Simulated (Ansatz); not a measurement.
An ordered 8-atom cell of Ga4P3N on the zincblende lattice, 8 atoms and 72 valence electrons in a cell of about 144 Å³, was run 6 times in the plane-wave code Ansatz, each time on 4 threads of Arm Neoverse V2, on a shared host.

```
                  run  k mesh  irreducible k  cutoff (eV)  plane waves  bands  SCF iterations  wall time  peak host memory (GiB)
      relaxation, PBE   8×8×8             65          420         2909     44              78       81 s                    0.65
   relaxation, r2SCAN   8×8×8             65          500         3675     44              34       73 s                    0.99
           bands, PBE   8×8×8             65          420         2831     42              12       19 s                     0.6
 single point, r2SCAN   8×8×8             65          500         3675     42               9       27 s                    0.94
  single point, HSE06   4×4×4             13          420         2831     42              26      3 min                     2.8
single point, PBE+SOC   8×8×8             65          420         2831     84              11       90 s                     2.1
```

The slowest run (single point, HSE06) took about 10 times as long as the quickest (bands, PBE).

Only the levels marked +SOC include spin-orbit coupling.
